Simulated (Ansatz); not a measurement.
## Is this La₂Ta structure a true minimum?

It was reached by relaxing an invented guess, and it needn't be the stable form of this composition.

Method: DFT PBE, scalar-relativistic, plane waves, PAW in Ansatz 0.2.0. Settings: cutoff 420 eV, Γ-centred mesh 12×12×10 on the computed 3-atom cell, Gaussian smearing of 0.10 eV; no spin polarisation.

The cell below (3 atoms, space group P-6m2 (No. 187)) is relaxed within its symmetry.

```xyz
3
Lattice="5.3562 0.0000 0.0000 -2.6781 4.6386 0.0000 0.0000 0.0000 3.3979" Properties=species:S:1:pos:R:3 pbc="T T T"
La    0.0000    0.0000    1.6990
La    0.0000    3.0924    0.0000
Ta    2.6781    1.5462    1.6990
```

For the test a repeat of it with 6 atoms (edges 3.40, 5.36, 9.28 Å) was strained at random (σ = 1.5 % a component), the atoms were moved at random (σ = 0.05 Å), and all was relaxed again on a coarse 6×4×4 mesh (in the run’s order of axes) with 0.20 eV smearing, with no symmetry imposed.

Spin–orbit coupling, which can matter for Ta, is left out. The cell is a metal run without spin; a magnetic state may lie lower.

Task: Does it come back?

Result: It returns, within 1 meV/atom of the unmoved cell on that mesh and with the same symmetry when read at 0.1 Å (P1 at 0.01 Å, so small strains and shifts remain). No instability shows in this cell; modes of other wave vectors, which need another repeat, aren't tested.
